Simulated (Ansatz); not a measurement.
## Property card for ZnNi3N

ZnNi3N:
```cif
data_NNi3Zn
_chemical_formula_sum 'Zn1 Ni3 N1'
_space_group_name_H-M_alt 'P 1'
_space_group_IT_number 1
_cell_length_a 3.72493
_cell_length_b 3.72493
_cell_length_c 3.72493
_cell_angle_alpha 90.000
_cell_angle_beta 90.000
_cell_angle_gamma 90.000
loop_
_space_group_symop_operation_xyz
  'x, y, z'
loop_
_atom_site_label
_atom_site_type_symbol
_atom_site_fract_x
_atom_site_fract_y
_atom_site_fract_z
_atom_site_occupancy
Zn1 Zn 0.00000 0.00000 0.00000 1
Ni1 Ni 0.00000 0.50000 0.50000 1
Ni2 Ni 0.50000 0.00000 0.50000 1
Ni3 Ni 0.50000 0.50000 0.00000 1
N1 N 0.50000 0.50000 0.50000 1
```

Space group Pm-3m (No. 221), anti-perovskite; conventional cell a = b = c = 3.725 Å, α = β = γ = 90.00°.

Method: DFT-r²SCAN in the program Ansatz with PAW potentials. Structure relaxed to zero pressure with the same functional. Other levels are named where they apply.

### Cell and energy

```
Property                                                      Result
-----------------------------------------------------  -------------
Volume per atom                                             10.34 Å³
Density                                                   8.21 g/cm³
Formation energy from the elements (no fitted shifts)  -0.16 eV/atom
```

### Electronic structure

```
Quantity                                                                    Result
------------------------------------  --------------------------------------------
Electronic character                                             metallic (no gap)
Density of states at the Fermi level  0.47 states/eV per atom (mean over ±0.08 eV)
```

The first step of the workflow began from a Materials Project structure, measured or hypothetical; the Crystallography Open Database copy checked does not list it. Whether it is the stable phase at ambient conditions was not checked. The cell was relaxed with r²SCAN under the symmetry of its start; whether a distortion lowers the energy is not shown. The run is not spin-polarised. With an odd number of electrons in the cell and no spin polarisation, the count alone makes it a metal. The references are the lowest solids computed at this level, not always the standard phases (solids in place of the gases).

Potentials: the earlier of the program's two PAW sets.
